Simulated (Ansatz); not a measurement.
A: NaI (rock salt), a = 6.529 Å, b = 6.529 Å, c = 6.529 Å, α = 90.00°, β = 90.00°, γ = 90.00°
B: HgTe (zinc blende), a = 6.651 Å, b = 6.651 Å, c = 6.651 Å, α = 90.00°, β = 90.00°, γ = 90.00°
C: BeS (zinc blende), a = 4.8760 Å, b = 4.8760 Å, c = 4.8760 Å, α = 90.00°, β = 90.00°, γ = 90.00°
D: Al (fcc, Cu type), a = 4.0406 Å, b = 4.0406 Å, c = 4.0406 Å, α = 90.00°, β = 90.00°, γ = 90.00°
E: Cu2O (cuprite type, space group Pn-3m), a = 4.298 Å, b = 4.298 Å, c = 4.298 Å, α = 90.00°, β = 90.00°, γ = 90.00°

Scan: energy against volume (even scaling of the relaxed cell, symmetry kept). All come from one method, each on a k mesh of its own. All were relaxed with their symmetry unable to fall. At this level the bands of HgTe touch or barely overlap. Cu2O is run without spin polarisation. Spin-orbit coupling is left out. The relaxed volume of HgTe is well above the measured one; the method has no dispersion term.

### Question
Rank these by bulk modulus (fitted) (lowest first), as PBE (plane waves to 420 eV, PAW, scalar-relativistic; Ansatz, a quantum-chemistry and plane-wave program) gives it.

### Answer
A (15.1 GPa), B (34.2 GPa), D (77.7 GPa), C (92.9 GPa), E (112 GPa)

(Under strain, the slope of the energy per volume gives the stress and its curvature an elastic modulus.)
